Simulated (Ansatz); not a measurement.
Consider the following.

MgS:
```cif
data_Mg4S4
_chemical_formula_sum 'Mg4 S4'
_space_group_name_H-M_alt 'Fm-3m'
_space_group_IT_number 225
_space_group_name_Hall '-F 4 2 3'
_cell_length_a 5.18179
_cell_length_b 5.18179
_cell_length_c 5.18179
_cell_angle_alpha 90.000
_cell_angle_beta 90.000
_cell_angle_gamma 90.000
loop_
_atom_site_label
_atom_site_type_symbol
_atom_site_symmetry_multiplicity
_atom_site_Wyckoff_symbol
_atom_site_fract_x
_atom_site_fract_y
_atom_site_fract_z
_atom_site_occupancy
Mg1 Mg 4 a 0.00000 0.00000 0.00000 1
S1 S 4 b 0.50000 0.50000 0.50000 1
```
(The calculation used a cell of 2 atoms; values per cell refer to that cell.)

This is the PBEsol-relaxed structure.

### Question
All from DFT-PBEsol in the program Ansatz with PAW potentials, unless another level is named. Estimate the zero-point energy.

### Answer
41.7 meV/atom.

### Question
Give the bulk modulus (Birch–Murnaghan fit).

### Answer
781 kbar.

### Question
Predict the highest zone-centre frequency (without LO–TO term).

### Answer
243 cm^-1.

The PBEsol relaxation kept the symmetry of its start.

Potentials: the earlier of the program's two PAW sets. The files were generated under PBE; for other functionals the program regenerates the frozen cores, and for LDA and PBEsol the local potential too.
